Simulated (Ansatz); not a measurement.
In5CuTe8:
Space group C2 (No. 5); a = 8.8438 Å, b = 12.5183 Å, c = 8.8442 Å, α = 90.00°, β = 90.07°, γ = 90.00°

```
atom  site  symmetry       x       y       z
----  ----  --------  ------  ------  ------
In      2a         2  0.0000  0.4896  0.0000
In      2b         2  0.5000  0.5097  0.5000
In      2b         2  0.5000  0.9996  0.5000
In      4c         1  0.2383  0.2498  0.7586
Cu      2a         2  0.0000  0.0009  0.0000
Te      4c         1  0.2687  0.3740  0.0194
Te      4c         1  0.2520  0.3627  0.4767
Te      4c         1  0.0238  0.1267  0.2323
Te      4c         1  0.4792  0.1369  0.2476
```
(The calculation used a cell of 14 atoms; values per cell refer to that cell.)

Relaxed with r²SCAN.

Task: Which orbitals make up the states near the band edges in r²SCAN in the plane-wave PAW code Ansatz?

Result: Top 1 eV of the valence band: Te 5p 61 %, Cu 3d 29 %. Bottom 1 eV of the conduction band: Te 5p 43 %, In 5s 36 %, In 5p 10 %, Te 5s 6 %. Projections are on Löwdin-orthogonalised atomic valence shells; empty p or d shells of many metals are not among them.

Task: Tabulate the density of states.

Result: States/eV per cell of 14 atoms, in 0.25 eV bins, energy from the valence-band maximum.

```csv
E (eV),total,Te 5p,In 5p,Cu 3d
-7.85,0.00,0.00,0.00,0.00
-7.60,0.00,0.00,0.00,0.00
-7.35,0.00,0.00,0.00,0.00
-7.10,0.00,0.00,0.00,0.00
-6.85,0.00,0.00,0.00,0.00
-6.60,0.00,0.00,0.00,0.00
-6.35,0.51,0.24,0.02,0.00
-6.10,10.40,4.60,0.33,0.02
-5.85,10.50,4.70,0.44,0.03
-5.60,6.57,2.99,0.28,0.04
-5.35,4.37,1.98,0.19,0.05
-5.10,6.32,2.96,0.31,0.09
-4.85,1.33,0.63,0.06,0.02
-4.60,0.00,0.00,0.00,0.00
-4.35,0.00,0.00,0.00,0.00
-4.10,2.62,1.70,0.49,0.02
-3.85,7.79,5.15,1.49,0.11
-3.60,10.60,7.10,2.54,0.30
-3.35,11.08,7.46,2.51,0.52
-3.10,13.28,8.90,2.71,1.00
-2.85,17.30,11.42,2.90,2.33
-2.60,19.67,12.52,2.49,4.10
-2.35,18.38,11.87,2.27,3.75
-2.10,12.95,7.91,1.44,3.08
-1.85,14.81,8.09,1.18,4.81
-1.60,16.84,9.04,1.35,5.70
-1.35,12.60,7.52,0.87,3.63
-1.10,9.35,5.96,0.57,2.30
-0.85,4.94,2.76,0.27,1.62
-0.60,8.26,4.77,0.40,2.58
-0.35,9.23,5.93,0.39,2.48
-0.10,2.30,1.59,0.07,0.54
0.15,0.00,0.00,0.00,0.00
0.40,0.00,0.00,0.00,0.00
0.65,0.03,0.01,0.00,0.00
0.90,0.42,0.17,0.03,0.00
1.15,1.70,0.71,0.17,0.01
1.40,5.14,2.23,0.50,0.04
1.65,11.78,5.36,1.05,0.12
1.90,12.76,5.84,1.36,0.11
2.15,6.63,2.86,1.05,0.05
2.40,4.58,1.52,1.48,0.02
2.65,4.31,0.85,2.34,0.01
2.90,6.48,1.33,3.56,0.02
3.15,5.99,1.29,3.28,0.01
3.40,7.96,1.68,4.32,0.02
3.65,9.10,1.88,4.98,0.02
3.90,12.13,2.40,6.75,0.02
4.15,12.19,2.37,6.80,0.02
4.40,11.17,2.13,6.30,0.02
4.65,9.81,1.91,5.17,0.01
4.90,10.73,2.10,4.91,0.02
5.15,11.11,1.94,4.32,0.01
5.40,10.51,1.76,3.76,0.01
```

The workflow started from a Materials Project entry (that database holds measured and hypothetical structures alike); the Crystallography Open Database copy checked does not list it. Its standing as an ambient phase is unchecked. Symmetry was held in the r²SCAN relaxation; whether a distortion lowers the energy is not shown. The run is not spin-polarised. Scalar-relativistic: spin–orbit coupling is off unless named, which matters more the heavier the elements.

Potentials: the later of the program's two PAW sets.
